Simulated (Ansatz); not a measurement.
Sc (hcp, Mg type)

```
CELL_PARAMETERS angstrom
      3.33109     0.00000     0.00000
     -1.66555     2.88481     0.00000
      0.00000     0.00000     5.19433
ATOMIC_POSITIONS crystal
  Sc 0.33333 0.66667 0.75000
  Sc 0.66667 0.33333 0.25000
```

The slice is a (1 -1 0 0) plane (indices of the conventional cell) through the point (0.333, 0.667, 0.750) (fractional), spanned by u = [110] and v = [001] in vectors of this cell: u (3.33 Å) and v (5.19 Å, at 90° to u). It covers one period; positions are fractions (u, v).

All values below come from r2SCAN (plane waves to 500 eV, PAW, scalar-relativistic; Ansatz, a quantum-chemistry and plane-wave program). k mesh 16×16×9. Inside the PAW spheres the values are not all-electron values, and peaks at nuclei hang on which shells count as valence. Sc is run without spin polarisation. Sc was relaxed with its symmetry unable to fall. The PAW data are Ansatz's earlier set.

Three fields on this plane, each scaled to ten steps between its own extremes (0 low, 9 high; the total valence density on a logarithmic scale, the potential cut 8 eV below its top; x marks points blanked near nuclei; v = 0 in the bottom row):

Map A
```
|xxxxx003300xxxx|
|xxxxx014410xxxx|
|xxxx00255200xxx|
|xxx0014664100xx|
|000013566531000|
|011234555543211|
|444443322334444|
|877531000013577|
|997410000001479|
|997300000000379|
|9962000xx000269|
|9962001xx100269|
|9962000xx000269|
|997300000000379|
|997410000001479|
|877531000013577|
|444443322334444|
|011234555543211|
|000013566531000|
|xxx0014664100xx|
|xxxx00255200xxx|
|xxxxx014410xxxx|
|xxxxx003300xxxx|
|xxxxx002200xxxx|
```

Map B
```
|xxxxx500005xxxx|
|xxxxx300003xxxx|
|xxxx61000016xxx|
|xxx7200000027xx|
|874200000000247|
|221000000000012|
|110000000000001|
|111000111100011|
|111111344311111|
|111113688631111|
|2211258xx852112|
|2212369xx963212|
|2211258xx852112|
|111113688631111|
|111111344311111|
|111000111100011|
|110000000000001|
|221000000000012|
|874200000000247|
|xxx7200000027xx|
|xxxx61000016xxx|
|xxxxx300003xxxx|
|xxxxx500005xxxx|
|xxxxx610016xxxx|
```

Map C
```
|xxxxx057750xxxx|
|xxxxx268862xxxx|
|xxxx04788740xxx|
|xxx0368998630xx|
|001367899876310|
|455678888887655|
|777877777777877|
|998876555567889|
|998764211246789|
|998752000025789|
|9986300xx003689|
|9986300xx003689|
|9986300xx003689|
|998752000025789|
|998764211246789|
|998876555567889|
|777877777777877|
|455678888887655|
|001367899876310|
|xxx0368998630xx|
|xxxx04788740xxx|
|xxxxx268862xxxx|
|xxxxx057750xxxx|
|xxxxx057750xxxx|
```

Problem. Assign the maps to these fields: electron localisation function (ELF); valence electron density; electrostatic potential energy of an electron, from the cell's mean.

Solution. A is the electron localisation function (ELF); B is the valence electron density; C is the electrostatic potential energy of an electron, from the cell's mean.
